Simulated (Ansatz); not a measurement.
TiRh3 (Cu3Au type, Pm-3m), DFT-r²SCAN in the program Ansatz with PAW potentials, all energies at zero smearing, with the estimated change up to a 700 eV cutoff added, with one set of potentials and settings (totals compare only within such a set). Cell of 4 atoms (1 Ti, 3 Rh): -21752.898 eV.

| element | reference phase | E (eV/atom) |
|---|---|---|
| Ti | P6/mmm, 3 atoms in the cell | -2504.3896 |
| Rh | Fm-3m, 1 atoms in the cell | -6415.2735 |

Formation energy per atom, worked out: (-21752.898 − 1×(-2504.3896) − 3×(-6415.2735))/4 = -0.672 eV/atom (-65 kJ per mol of atoms), at 0 K, without zero-point energy or fitted corrections.

The workflow started from a Materials Project entry (that database holds measured and hypothetical structures alike); the Crystallography Open Database files this formula in space group No. 221, but the cells were not matched. Whether it is the stable phase at ambient conditions was not checked. The r²SCAN relaxation kept the symmetry of its start; whether a distortion lowers the energy is not shown. No spin polarisation was allowed. The references are the lowest solids computed at this level, not always the standard phases.

Potentials: the later of the program's two PAW sets.
